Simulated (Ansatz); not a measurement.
Method: DFT PBE, scalar-relativistic, plane waves, PAW in Ansatz. All cells share a 420 eV cutoff and Γ-centred k meshes spaced at most about 0.3 Å⁻¹ (about 0.25 or finer for metals, 2π included). No spin polarisation in the final relaxations.

All energies are static (0 K, no zero-point motion). All come from trial cells, and lower structures may exist.

Problem. Order these relaxed structures of Si2Ge3 by energy, lowest first, with the energy over the lowest of them.
A.

```
CELL_PARAMETERS angstrom
2.89782 0.00000 0.00000
-1.44891 2.50958 0.00000
0.00000 0.00000 24.13307
ATOMIC_POSITIONS crystal
Si 0.33333 0.66667 0.68515
Si 0.33333 0.66667 0.31485
Si 0.66667 0.33333 0.40009
Si 0.66667 0.33333 0.59991
Ge 0.33333 0.66667 0.89178
Ge 0.33333 0.66667 0.10822
Ge 0.33333 0.66667 0.50000
Ge 0.66667 0.33333 0.78277
Ge 0.66667 0.33333 0.00000
Ge 0.66667 0.33333 0.21723
```

B.

```
CELL_PARAMETERS angstrom
2.79910 0.00000 0.00000
-1.39955 2.42409 0.00000
0.00000 0.00000 13.02443
ATOMIC_POSITIONS crystal
Si 0.00000 0.00000 0.59392
Si 0.00000 0.00000 0.40608
Ge 0.00000 0.00000 0.79099
Ge 0.00000 0.00000 0.00000
Ge 0.00000 0.00000 0.20901
```

C.

```
CELL_PARAMETERS angstrom
3.70155 0.00000 0.00000
-1.85077 3.20563 0.00000
0.00000 0.00000 16.23499
ATOMIC_POSITIONS crystal
Si 0.33333 0.66667 0.64764
Si 0.33333 0.66667 0.85236
Si 0.66667 0.33333 0.14764
Si 0.66667 0.33333 0.35236
Ge 0.33333 0.66667 0.06148
Ge 0.33333 0.66667 0.25000
Ge 0.33333 0.66667 0.43852
Ge 0.66667 0.33333 0.56148
Ge 0.66667 0.33333 0.75000
Ge 0.66667 0.33333 0.93852
```

Solution. B (0 meV/atom), C (71 meV/atom), A (127 meV/atom). Forms: B P6/mmm; C P6_3/mmc; A Si and Ge ordered on hcp sites, P-6m2. Counting Ge atoms around Si (those within 1.25 times the shortest such distance or 1.15 times the sum of covalent radii; the shortest distance is added where it is long for a bond): B has Si 1; C has Si 6; A has Si 3 from 2.9 Å. Even the lowest lies +0.31 eV/atom against the elements.

Cells relaxed within their symmetry can be saddle points. Some types were kept out of the candidates beforehand, so the set may lack a known form.
